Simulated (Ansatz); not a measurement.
**Pressure against volume in Mg2CdSe3**

The cell was found from a structure generator's guess, not taken from experiment.

The calculation used Ansatz, DFT PBE, scalar-relativistic, plane waves, PAW. The final run on the 6-atom cell used 420 eV, a Γ-centred 6×6×4 mesh, 0.02 eV smearing and no spin polarisation.

```
Mg Cd Se
1.0
     4.29098    0.00000    0.00000
    -2.14549    3.71610    0.00000
     0.00000    0.00000   10.48168
Mg Cd Se
2 1 3
Direct
  0.66667 0.33333 0.33520
  0.33333 0.66667 0.66203
  0.00000 0.00000 0.00226
  0.00000 0.00000 0.25764
  0.66667 0.33333 0.58323
  0.33333 0.66667 0.90963
```

The cell was set to several volumes, with shape and atoms relaxed at each where symmetry leaves them free. Pressure is positive in compression, and energies count from the lowest row.

```tsv
row	V (Å³/atom)	P (GPa)	ΔE (meV/atom)	gap on mesh (eV)
1	24.514	7.49	69.9	1.83
2	25.349	?	?	?
3	26.185	3.15	15.6	1.65
4	27.021	1.45	3.7	1.57
5	27.856	0.00	0.0	1.49
6	28.692	-1.24	3.3	1.41
7	29.528	-2.31	12.7	1.33
8	30.642	-3.48	32.9	1.24
```

Task: Find B = −V·ΔP/ΔV from rows 4 and 6 and from rows 1 and 3, and from the two its slope B′ and its value B0 at zero pressure.

Result: Rows 4 and 6 give −(27.021 + 28.692)/2 × (-1.24 − (1.45))/(28.692 − 27.021) = 44.8 GPa at a mean pressure of 0.10 GPa. Rows 1 and 3 give −(24.514 + 26.185)/2 × (3.15 − (7.49))/(26.185 − 24.514) = 65.8 GPa at a mean pressure of 5.32 GPa. So B′ = (65.8 − 44.8)/(5.32 − (0.10)) = 4.02 and B0 = 44.8 − 4.02 × (0.10) = 44.4 GPa. A third-order Birch–Murnaghan fit to all the energies gives B0 = 44.7 GPa and B′ = 4.2.

Task: Estimate the pressure and energy of row 2.

Result: From row 5, V0 = 27.856 × (1 + (0.00)/44.4) = 27.856 Å³/atom. Murnaghan's form P = (B0/B′)·[(V0/V)^B′ − 1] gives (44.4/4.02) × [(27.856/25.349)^4.02 − 1] = 5.09 GPa; the computed pressure is 5.15 GPa, so the estimate is off by -0.06 GPa. The work of compression from row 3, with the mean of the two pressures, gives ΔE = 15.6 + (5.09 + 3.15)/2 × (26.185 − 25.349)/160.2 × 1000 = 37.1 meV/atom (1 eV/Å³ = 160.2 GPa); the computed value is 37.1 meV/atom.

Task: Fit the gap against pressure through the other rows and estimate it at the computed pressure of row 2.

Result: Over the 7 rows the mean pressure is 0.7229 GPa and the mean gap is 1.503 eV. The sums of products of deviations are S_xx = 83.45 and S_xy = 4.44, so the slope is 4.44/83.45 = 0.05321 (r = 0.99, rms misfit 0.03 eV). At 5.15 GPa the line gives 1.503 + (0.05321) × (5.15 − 0.7229) = 1.74 eV. The computed value is 1.74 eV, so the line is off by 0.00 eV, less than the largest miss among the fitted rows (0.04 eV).

Kohn–Sham gaps at this level usually fall short of measured ones. All volumes keep the k mesh of the relaxed cell. A later test with randomly moved atoms came back to the same energy, though modes that don't fit the test's cell weren't probed.
